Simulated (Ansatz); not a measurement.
## Ba3PbO: energy along a strain

Ba3PbO, Pm-3m, a = 5.459 Å (as given, not relaxed at this level: 0.7 GPa). The structure is a COD entry; whether it is the stable form wasn't checked. Ansatz: r2SCAN, PAW, 500 eV, Γ-centred 10×10×10 mesh on 5 atoms, Gaussian smearing 0.15 eV; no spin polarisation. Cell vectors (Å): 5.459 0.000 0.000; 0.000 5.459 0.000; 0.000 0.000 5.459. The cell is strained by x per cent times the pattern (0 0 1 0 0 0) in the order xx yy zz yz xz xy (engineering shears), with fractional coordinates held. y is the free energy over the start, V0 = 32.536 Å³/atom.

```tsv
x (%)	y (meV/atom)
-6.00	41.70
-4.50	24.16
-3.00	?
0.00	0.00
1.50	-0.35
4.50	7.88
6.00	15.71
```

Task: Fit y = c1 x + c2 x² + c3 x³ to the other rows, get the stiffness along the pattern, and predict the missing energy.

Result: Least squares on the rows shown. y = −1.3564 x + 0.79584 x² − 0.022465 x³. The clamped-ion stiffness p·C·p = 2 × 7.958 eV × 160.2 / 32.536 Å³ = 78 GPa, which is C33 in these axes (C11 of the cubic crystal) (second derivative at the start, which stands under stress). At x = -3.00 the fit asked for gives 11.84 meV/atom. The run gave 11.75 meV/atom, so the fit is 0.09 meV/atom too high, within twice the rms miss on the fitted rows (0.07 meV/atom).

Spin–orbit coupling is left out, which can shift energies with elements as heavy as these.